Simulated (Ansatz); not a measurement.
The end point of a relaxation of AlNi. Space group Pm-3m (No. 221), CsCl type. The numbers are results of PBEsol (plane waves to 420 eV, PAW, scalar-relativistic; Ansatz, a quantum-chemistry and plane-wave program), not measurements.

```xyz
2
Lattice="2.8621 0.0000 0.0000 0.0000 2.8621 0.0000 0.0000 0.0000 2.8621" Properties=species:S:1:pos:R:3 pbc="T T T"
Al     0.0000     0.0000     0.0000
Ni     1.4311     1.4311     1.4311
```

For AlNi, the volume per atom comes out as 11.72 Å³ and the band gap is zero (metallic). The magnetic moment is zero (the starting moments vanished). The shortest distances is Al–Ni 2.48 Å; Al–Al 2.86 Å; Ni–Ni 2.86 Å and the k-mesh is 16×16×16.

No spin polarisation in the result: the starting moments vanished. A magnetic state may lie lower.

Measured for AlNi: a 2.882 Å (static lattice; corrected from measurement; as listed in H. Levämäki et al., Physical Review B (2014)). Computed minus measured — a: PBEsol -0.7 %. The computed values are for a static lattice.

The run could not lose the symmetry of its start.
